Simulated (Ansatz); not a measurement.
## InPd (Pm-3m): lattice vibrations

```xyz
2
Lattice="3.2480 0.0000 0.0000 0.0000 3.2480 0.0000 0.0000 0.0000 3.2480" Properties=species:S:1:pos:R:3 pbc="T T T"
In    0.0000    0.0000    0.0000
Pd    1.6240    1.6240    1.6240
```

The conventional cell has a = 3.248 Å, b = 3.248 Å, c = 3.248 Å, α = 90.00°, β = 90.00°, γ = 90.00°. In (atom 1) is surrounded by 8 Pd at 2.81 Å. Pd (atom 2) has 8 In at 2.81 Å as nearest neighbours.

Computed, not measured; unless marked otherwise by PBEsol, all-electron LAPW in Ansatz 0.2.0, scalar-relativistic. k mesh 12×12×12, Fermi-Dirac smearing of 0.100 eV, basis error target 1 meV/atom. The cell was relaxed by PAW under this functional. The structure is one entry of a database and needn't be the stable phase.

Atoms are displaced by 0.01 Å in the smallest supercells that hold the wave vectors of a 2×2×2 mesh. Negative values stand for unstable modes.

Task: What are the phonon energies at the solved wave vectors, in cm⁻¹?

Result: 

| q | point | modes (cm⁻¹) |
| --- | --- | --- |
| 0.000 0.000 0.000 | Gamma | 144.4 (×3) |
| 0.500 0.000 0.000 | X | 83.5 (×2), 104.6 (×2), 116.0, 160.3 |
| 0.500 0.500 0.000 | M | 48.4 (×2), 99.4, 100.7, 173.9 (×2) |
| 0.500 0.500 0.500 | R | 95.0 (×3), 144.3 (×3) |

Task: Is the structure dynamically stable at these wave vectors?

Result: Yes, no mode is unstable there; wave vectors off this mesh aren't tested.

Task: How do the optical zone-centre modes decompose, and which are active?

Result: Point group m-3m: Γ_opt = T1u.

| label | cm⁻¹ | activity | mostly |
| --- | --- | --- | --- |
| T1u | 144.4 | IR | Pd (52 %) |

In a metal the activity is that of symmetry alone; free carriers screen the infrared modes.

Task: How well do frozen-core PAW files reproduce these all-electron values?

Result: With a cutoff of 420 eV and displacements of 0.0025 Å, the r.m.s. difference over the modes is 0.1 cm⁻¹; the largest difference is 174.0 (PAW) against 173.9 cm⁻¹ (LAPW).

Task: The cell is scaled evenly to 33.580 and 34.951 Å³ (from 34.265), with free atoms relaxed and the shape held. What are the mode Grüneisen parameters γ = −d ln ω/d ln V?

Result: For the highest mode, 183.6 cm⁻¹ in the small cell and 164.7 in the large one give γ ≈ 2.72. From the change of the dynamical matrix on each mode:

```csv
point,cm⁻¹,γ
Gamma,144.4,2.94
X,83.5,3.98
X,104.6,2.74
X,116.0,3.47
X,160.3,2.00
M,48.4,1.48
M,99.4,2.97
M,100.7,2.87
M,173.9,2.72
R,95.0,4.23
R,144.3,2.13
```

Weighted by the modes' heat capacities at 300 K, the mean on this mesh is 2.83; it moves with the q mesh, and a coarse one overweights the zone boundary.

Caveats: responses of metals move with mesh and smearing; the frozen-core PAW files of the compared runs were fitted under PBE, their cores solved anew for this functional.
